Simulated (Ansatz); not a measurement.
# Data sheet: Sr (DFT)

Sr:
```
Sr
1.0
   -3.62878     3.62878     1.95007
    3.62878    -3.62878     1.95007
    3.62878     3.62878    -1.95007
Sr
2
Direct
  0.75000   0.25000   0.50000
  0.00000   0.00000   0.00000
```

Space group I4_1/amd (No. 141), β-Sn type; conventional cell a = b = 7.2576 Å, c = 3.9001 Å, α = β = γ = 90.00°.

Method: DFT-PBEsol in the program Ansatz with PAW potentials. The cell and atoms are relaxed at this level. Other levels are named where they apply.

**Cell and energy**

| Property | Result |
|---|---|
| Volume per atom | 51.36 Å³ |
| Density | 2.83 g/cm³ |

**Electronic structure**

| Property | Result |
|---|---|
| Electronic character | metallic (no gap) |
| Density of states at the Fermi level | 1.7 states/eV per atom (mean over ±0.08 eV) |
| Gap with spin–orbit coupling | none (metallic) |

**Mechanics**

| Quantity | Value |
|---|---|
| Bulk modulus (Birch–Murnaghan fit) | 8.3 GPa |
| Pressure derivative B′ | 4.0 |

**Phonons**

| Property | Result |
|---|---|
| Highest zone-centre frequency | 116 cm⁻¹ |
| Zone-centre stability | unstable, softest mode 29i cm⁻¹ |

The first step of the workflow began from a Materials Project structure, measured or hypothetical; the Crystallography Open Database copy checked does not list it. It is not the phase usual at ambient conditions (space group No. 225). The cell was relaxed with PBEsol under the symmetry of its start; phonons show weakly imaginary modes. As this level gives no gap, phonon frequencies hold no LO–TO term and depend on the k-mesh and smearing (Fermi–Dirac, 0.1 eV here). Axis ratios of metals converge slowly with the k-mesh, so a and c are less sure than the volume. Scalar-relativistic: spin–orbit coupling is off unless named, which matters more the heavier the elements.

Potentials: the earlier of the program's two PAW sets. The files were generated under PBE; for other functionals the program regenerates the frozen cores, and for LDA and PBEsol the local potential too.
